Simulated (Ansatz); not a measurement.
The cell below belongs to a search over invented structures; it isn't taken from experiment.

Input and command of a plane-wave DFT calculation in Ansatz:

```yaml
crystal:
  lattice:
    - [6.8245830431, 0.0, 0.0]
    - [0.0, 6.8245830431, 0.0]
    - [0.0, 0.0, 4.5766587398]
  atoms:
    - { symbol: Li, position: [0.127567053, 0.627567053, 0.0] }
    - { symbol: Li, position: [0.872432947, 0.372432947, 0.0] }
    - { symbol: Li, position: [0.627567053, 0.872432947, 0.0] }
    - { symbol: Li, position: [0.372432947, 0.127567053, 0.0] }
    - { symbol: "Y", position: [0.6843279967, 0.1843279967, 0.5] }
    - { symbol: "Y", position: [0.3156720033, 0.8156720033, 0.5] }
    - { symbol: "Y", position: [0.1843279967, 0.3156720033, 0.5] }
    - { symbol: "Y", position: [0.8156720033, 0.6843279967, 0.5] }
    - { symbol: Sn, position: [0.0, 0.0, 0.0] }
    - { symbol: Sn, position: [0.5, 0.5, 0.0] }
basis:
  ecutwfc: 420
kpoints:
  mp_grid: { grid: [6, 6, 8] }
hamiltonian:
  xc: pbe
scf:
  occupations: { method: gaussian, width: 0.1 }
output:
  forces: true
  stress: true
  eigenvalues: true
relax:
  adjacent_minimum: "off"
  f_tol: 0.01
  max_steps: 30
  cell: { stress_tol: 0.1, fix: [volume] }
```

```bash
ansatz run input.yaml --threads 1 --pin off --max-ram 2560MiB --backend cpu --events-out ev --progress --plain --runs-dir out
```

Processor: Intel(R) Xeon(R) 6975P-C (Granite Rapids), 1 thread, on a host shared with other jobs.

Estimate time, memory and problem size.

About 71 s, peak memory 0.77 GiB. It solves 52 bands at 50 k points (after reduction by symmetry) with about 4187 plane waves, in 21 SCF iterations over 4 ionic steps.
